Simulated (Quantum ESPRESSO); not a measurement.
## Si6GaAs (input and log of a self-consistent run)

Simulated, not a measurement. The program is pw.x of Quantum ESPRESSO 7.5 (plane-wave density functional theory). The cell is made up: 8 atoms on a zincblende/diamond lattice, with randomly drawn elements, strain and displacements, not relaxed. PseudoDojo standard norm-conserving files (v0.5 for PBE, v0.4.1 for LDA and PBEsol) set the functional; there is no spin polarisation, spin-orbit coupling or dispersion term, and the masses in the input are unused placeholders.

Input:

```
&control calculation='scf', pseudo_dir='./dojo.nc.sr.pbe.v0_5.standard.upf', outdir='./o', disk_io='low', tprnfor=.true., tstress=.true. /
&system ibrav=0, nat=8, ntyp=3, nbnd=36, ecutwfc=84.00895049, nosym=.true., tot_charge=0,
 occupations='smearing', smearing='fd', degauss=0.0073498644
/
&electrons conv_thr=7.350e-09, electron_maxstep=60, /
ATOMIC_SPECIES
As 1.0 As.upf
Ga 1.0 Ga.upf
Si 1.0 Si.upf
CELL_PARAMETERS angstrom
5.5092 -0.0497 -0.0482
-0.0497 5.5721 0.0144
-0.0482 0.0144 5.7231
ATOMIC_POSITIONS angstrom
Si 0.0424 0.0423 -0.0231
Si -0.0946 2.8049 2.8809
Si 2.7045 -0.0447 2.8756
Si 2.7431 2.7491 0.0287
Ga 1.4333 1.353 1.4228
Si 1.2854 4.1151 4.2063
As 4.085 1.3982 4.2331
Si 4.1569 4.2587 1.3731
K_POINTS automatic
6 6 6 1 1 1
```

The log is shortened where brackets say so; the opening notice, blank lines, dates and the lines on written files are dropped, and the path of the files is cut. It prints rydbergs, bohrs and kilobars, and counts compression as positive stress.

```
     Program PWSCF v.7.5
     Parallel version (MPI & OpenMP), running on       4 processor cores
     Number of MPI processes:                 4
     Threads/MPI process:                     1
     [start-up lines left out]
     bravais-lattice index     =            0
     lattice parameter (alat)  =      10.4117  a.u.
     unit-cell volume          =    1185.4023 (a.u.)^3
     number of atoms/cell      =            8
     number of atomic types    =            3
     number of electrons       =        52.00
     number of Kohn-Sham states=           36
     kinetic-energy cutoff     =      84.0090  Ry
     charge density cutoff     =     336.0358  Ry
     scf convergence threshold =      7.3E-09
     mixing beta               =       0.7000
     number of iterations used =            8  plain     mixing
     Exchange-correlation= PBE
                           (   1   4   3   4   0   0   0)
     [axes and pseudopotential details left out]
   Cartesian axes
     site n.     atom                  positions (alat units)
         1        Si     tau(   1) = (   0.0076956   0.0076775  -0.0041927  )
         2        Si     tau(   2) = (  -0.0171699   0.5090900   0.5228840  )
         3        Si     tau(   3) = (   0.4908674  -0.0081131   0.5219220  )
         4        Si     tau(   4) = (   0.4978733   0.4989623   0.0052091  )
         5        Ga     tau(   5) = (   0.2601443   0.2455698   0.2582385  )
         6        Si     tau(   6) = (   0.2333004   0.7468916   0.7634444  )
         7        As     tau(   7) = (   0.7414284   0.2537736   0.7683086  )
         8        Si     tau(   8) = (   0.7544783   0.7729550   0.2492180  )
     number of k points=   108  Fermi-Dirac smearing, width (Ry)=  0.0073
     Number of k-points >= 100: set verbosity='high' to print them.
     Dense  grid:   123277 G-vectors     FFT dimensions: (  64,  64,  64)
     Estimated max dynamical RAM per process >     386.33 MB
     Estimated total dynamical RAM >       1.42 GB
     Initial potential from superposition of free atoms
     starting charge      51.9934, renormalised to      52.0000
     Starting wfcs are   42 randomized atomic wfcs
     total cpu time spent up to now is        6.0 secs
     per-process dynamical memory:   336.3 Mb
     Self-consistent Calculation
     iteration #  1     ecut=    84.01 Ry     beta= 0.70
     Davidson diagonalization with overlap
     ethr =  1.00E-02,  avg # of iterations =  3.9
     Threshold (ethr) on eigenvalues was too large:
     Diagonalizing with lowered threshold
     Davidson diagonalization with overlap
     ethr =  3.83E-04,  avg # of iterations =  6.0
     total cpu time spent up to now is       35.3 secs
     total energy              =    -415.77149608 Ry
     estimated scf accuracy    <       0.21582169 Ry
     iteration #  2     ecut=    84.01 Ry     beta= 0.70
     Davidson diagonalization with overlap
     ethr =  4.15E-04,  avg # of iterations =  2.5
     total cpu time spent up to now is       47.2 secs
     total energy              =    -415.77725101 Ry
     estimated scf accuracy    <       0.06325342 Ry
     iteration #  3     ecut=    84.01 Ry     beta= 0.70
     Davidson diagonalization with overlap
     ethr =  1.22E-04,  avg # of iterations =  3.1
     total cpu time spent up to now is       60.1 secs
     total energy              =    -415.79548340 Ry
     estimated scf accuracy    <       0.02484636 Ry
     iteration #  4     ecut=    84.01 Ry     beta= 0.70
     Davidson diagonalization with overlap
     ethr =  4.78E-05,  avg # of iterations =  3.1
     total cpu time spent up to now is       71.9 secs
     total energy              =    -415.79984322 Ry
     estimated scf accuracy    <       0.00026650 Ry
     iteration #  5     ecut=    84.01 Ry     beta= 0.70
     Davidson diagonalization with overlap
     ethr =  5.13E-07,  avg # of iterations =  9.6
     total cpu time spent up to now is       90.9 secs
     total energy              =    -415.79997383 Ry
     estimated scf accuracy    <       0.00011229 Ry
     iteration #  6     ecut=    84.01 Ry     beta= 0.70
     Davidson diagonalization with overlap
     ethr =  2.16E-07,  avg # of iterations =  2.0
     total cpu time spent up to now is      101.9 secs
     total energy              =    -415.79999584 Ry
     estimated scf accuracy    <       0.00000946 Ry
     iteration #  7     ecut=    84.01 Ry     beta= 0.70
     Davidson diagonalization with overlap
     ethr =  1.82E-08,  avg # of iterations =  2.1
     total cpu time spent up to now is      112.9 secs
     total energy              =    -415.79999786 Ry
     estimated scf accuracy    <       0.00000057 Ry
     iteration #  8     ecut=    84.01 Ry     beta= 0.70
     Davidson diagonalization with overlap
     ethr =  1.09E-09,  avg # of iterations =  4.0
     total cpu time spent up to now is      126.0 secs
     total energy              =    -415.79999809 Ry
     estimated scf accuracy    <       0.00000014 Ry
     iteration #  9     ecut=    84.01 Ry     beta= 0.70
     Davidson diagonalization with overlap
     ethr =  2.60E-10,  avg # of iterations =  2.0
     total cpu time spent up to now is      137.0 secs
     total energy              =    -415.79999812 Ry
     estimated scf accuracy    <       0.00000001 Ry
     iteration # 10     ecut=    84.01 Ry     beta= 0.70
     Davidson diagonalization with overlap
     ethr =  2.74E-11,  avg # of iterations =  2.4
     total cpu time spent up to now is      148.2 secs
     End of self-consistent calculation
     Number of k-points >= 100: set verbosity='high' to print the bands.
     the Fermi energy is     6.6198 ev
!    total energy              =    -415.79999812 Ry
     estimated scf accuracy    <          1.4E-09 Ry
     smearing contrib. (-TS)   =      -0.00149256 Ry
     internal energy E=F+TS    =    -415.79850557 Ry
     The total energy is F=E-TS. E is the sum of the following terms:
     one-electron contribution =    -246.75398019 Ry
     hartree contribution      =     150.15532214 Ry
     xc contribution           =    -107.67301211 Ry
     ewald contribution        =    -211.52683542 Ry
     convergence has been achieved in  10 iterations
     Forces acting on atoms (cartesian axes, Ry/au):
     atom    1 type  3   force =     0.02864454   -0.02174783   -0.00903572
     atom    2 type  3   force =     0.03051500    0.00481230   -0.06265108
     atom    3 type  3   force =     0.00636357   -0.01718806   -0.03411524
     atom    4 type  3   force =    -0.00410483    0.04084890   -0.00571562
     atom    5 type  2   force =    -0.02565869    0.01387191    0.01608069
     atom    6 type  3   force =     0.00830207    0.01237040    0.05496119
     atom    7 type  1   force =    -0.01439891   -0.00745784    0.02695065
     atom    8 type  3   force =    -0.02966275   -0.02550978    0.01352512
     Total force =     0.128559     Total SCF correction =     0.000143
     Computing stress (Cartesian axis) and pressure
          total   stress  (Ry/bohr**3)                   (kbar)     P=      -19.49
  -0.00004808   0.00018862   0.00006375           -7.07       27.75        9.38
   0.00018862  -0.00010182  -0.00008847           27.75      -14.98      -13.01
   0.00006375  -0.00008847  -0.00024765            9.38      -13.01      -36.43
     init_run     :      5.62s CPU      5.80s WALL (       1 calls)
     electrons    :    141.69s CPU    142.30s WALL (       1 calls)
     forces       :      1.85s CPU      1.87s WALL (       1 calls)
     stress       :      6.58s CPU      6.79s WALL (       1 calls)
     [timing details left out]
     PWSCF        :   2m35.93s CPU   2m37.00s WALL
     JOB DONE.
```

In other units: free energy -5657.247 eV for the cell, pressure -1.95 GPa, largest force component 1.611 eV/Å. A rerun of this cell at 1437 eV and a 8 x 8 x 8 mesh moved values by no more than 0.003 eV in energy, 0.02 GPa in stress and 0.004 eV/Å in force.